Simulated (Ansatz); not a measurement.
ZnGeP2:
```cif
data_Ge2P4Zn2
_chemical_formula_sum 'Zn2 Ge2 P4'
_space_group_name_H-M_alt 'P 1'
_space_group_IT_number 1
_cell_length_a 6.58672
_cell_length_b 6.58672
_cell_length_c 6.58672
_cell_angle_alpha 131.372
_cell_angle_beta 131.372
_cell_angle_gamma 71.222
loop_
_space_group_symop_operation_xyz
  'x, y, z'
loop_
_atom_site_label
_atom_site_type_symbol
_atom_site_fract_x
_atom_site_fract_y
_atom_site_fract_z
_atom_site_occupancy
Zn1 Zn 0.75000 0.25000 0.50000 1
Zn2 Zn 0.00000 0.00000 0.00000 1
Ge1 Ge 0.25000 0.75000 0.50000 1
Ge2 Ge 0.50000 0.50000 0.00000 1
P1 P 0.12666 0.12500 0.50166 1
P2 P 0.62334 0.62500 0.49834 1
P3 P 0.37500 0.87334 0.99834 1
P4 P 0.87500 0.37666 0.00166 1
```

Relaxed with PBEsol. The program Ansatz at the PBEsol level (PAW) gives a gap of 1.07 eV.

Task: What gap does HSE06 give on the same cell (Ansatz, PAW)?

Result: 1.85 eV, 0.78 eV more. The hybrid was solved on a coarser mesh and at special points; its gap is the smallest among all of these.

| k | v1 PBEsol | c1 PBEsol | v1 HSE06 | c1 HSE06 |
|---|---|---|---|---|
| Γ | 0.00 | 1.24 | 0.00 | 2.01 |
| M | -1.42 | 1.12 | -1.53 | 1.92 |
| X | -0.78 | 1.16 | … | … |
| P | -1.15 | 1.82 | -1.22 | 2.67 |
| N | -1.02 | 2.37 | … | … |
| S0 | -0.90 | 1.31 | … | … |
| R | -1.14 | 1.55 | … | … |

Task: Top valence (v1) and lowest conduction level (c1) in eV from each method's valence maximum (which need not be a listed point): supply the withheld HSE06 values.

Result: 
- X, v1 HSE06: -0.85
- X, c1 HSE06: 2.05
- S0, v1 HSE06: -0.97
- S0, c1 HSE06: 2.11
- R, v1 HSE06: -1.20
- R, c1 HSE06: 2.44
- N, v1 HSE06: -1.08
- N, c1 HSE06: 3.28

Cost on shared cores: the PBEsol run (SCF on a 7×7×7 mesh, then bands and DOS) about 2.8 core-minutes (a rough figure), the HSE06 run (SCF on 4×4×4, then a few points) roughly 5 core-minutes; the tasks are unlike.

Space group I-42d (chalcopyrite). The PBEsol relaxation kept the symmetry of its start. Spin–orbit coupling is left out wherever it is not named.

Potentials: the later of the program's two PAW sets.
